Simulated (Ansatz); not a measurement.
SrTiO3:
```
CELL_PARAMETERS angstrom
     -2.75162     2.75162     3.89838
      2.75162    -2.75162     3.89838
      2.75162     2.75162    -3.89838
ATOMIC_POSITIONS crystal
  Sr 0.75000 0.25000 0.50000
  Sr 0.25000 0.75000 0.50000
  O  0.25000 0.25000 0.00000
  O  0.75000 0.75000 0.00000
  Ti 0.00000 0.00000 0.00000
  Ti 0.50000 0.50000 0.00000
  O  0.73711 0.23711 0.97423
  O  0.23711 0.26289 0.50000
  O  0.26289 0.76289 0.02577
  O  0.76289 0.73711 0.50000
```

Relaxed with HSE06. Special points in fractions of this cell's reciprocal vectors: Γ (0.000, 0.000, 0.000); X (0.000, 0.000, 0.500); P (0.250, 0.250, 0.250); N (0.000, 0.500, 0.000); M (0.500, 0.500, -0.500); S (0.375, 0.625, -0.375); S0 (-0.375, 0.375, 0.375); R (-0.249, 0.249, 0.500); G (0.500, 0.500, -0.249).

List the band energies nearest the valence-band maximum at these points for HSE06 in the plane-wave PAW code Ansatz.

In eV from the valence-band maximum; about four levels below and three above (degenerate sets whole), none deeper than 8.9 eV; points with the same levels are listed once.

```
k                              below                above
-  ---------------------------------  -------------------
Γ  -0.35 -0.35 -0.35 -0.04 0.00 0.00       3.39 3.39 3.40
X            -1.63 -0.77 -0.77 -0.07       3.57 5.49 5.50
P            -1.41 -1.41 -0.67 -0.67  4.60 4.60 5.51 5.51
N            -0.91 -0.91 -0.66 -0.66  5.05 5.05 5.09 5.09
M      -1.67 -1.67 -0.75 -0.75 -0.08       3.58 5.45 5.45
S            -1.52 -1.30 -1.04 -0.31       4.17 5.21 5.28
R            -1.41 -1.41 -0.66 -0.65       4.60 4.62 5.50
```

Space group I4/mcm. The workflow started from an entry of the Crystallography Open Database (COD), which files this formula under 2 space groups. It is not the phase usual at ambient conditions (space group No. 221). The HSE06 relaxation kept the symmetry of its start; whether a distortion lowers the energy is not shown. The run is not spin-polarised. The hybrid was solved on a coarse mesh, the path and, where they were found, the r²SCAN edge points; its band edges are the extreme levels among these. Spin–orbit coupling is left out wherever it is not named.

Potentials: the later of the program's two PAW sets.
